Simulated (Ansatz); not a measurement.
Al2Cu:
```yaml
crystal:
  lattice:
    - [-1.71822, 1.71822, 3.85043]
    - [1.71822, -1.71822, 3.85043]
    - [1.71822, 1.71822, -3.85043]
  atoms:
    - { symbol: Cu, position: [0.00000, 0.00000, 0.00000] }
    - { symbol: Al, position: [0.33440, 0.33440, 0.00000] }
    - { symbol: Al, position: [0.66560, 0.66560, 0.00000] }
```

Relaxed with PBE. Special points in fractions of this cell's reciprocal vectors: Γ (0.000, 0.000, 0.000); X (0.000, 0.000, 0.500); P (0.250, 0.250, 0.250); N (0.000, 0.500, 0.000); M (0.500, 0.500, -0.500); S (0.300, 0.700, -0.300); S0 (-0.300, 0.300, 0.300); R (-0.100, 0.100, 0.500); G (0.500, 0.500, -0.100).

**Question.** List the band energies nearest the Fermi level at these points for the program Ansatz at the PBE level (PAW).

**Answer.** In eV from the Fermi level; about four levels below and three above (degenerate sets whole), none deeper than 8.9 eV; points with the same levels are listed once.

```csv
k,below,above
Γ,-3.85 -3.85 -3.52 -0.96 -0.16,3.03 3.03 3.35 3.35
X,-2.48 -1.64 -0.96 -0.73,4.88 5.33 5.78
P,-3.15 -3.15 -2.56 -2.42,0.12 1.58 1.58
N,-3.67 -3.14 -2.92 -0.22,4.07 4.54 5.13
M,-3.96 -3.64 -3.64 -3.50,0.47 0.47 2.99
S,-3.80 -3.66 -3.54 -3.16,2.64 3.02 4.25
R,-3.33 -3.15 -3.13 -2.25,0.57 1.37 5.15
```

Space group I4/mmm (MoSi2 or CaC2 type). The cell is a constructed one: a structure type filled with these elements; the Crystallography Open Database copy checked does not list it. It is not the phase usual at ambient conditions (space group No. 140). Symmetry was held in the PBE relaxation; its stability against distortions is not shown here. No spin polarisation was allowed.

Potentials: the later of the program's two PAW sets.
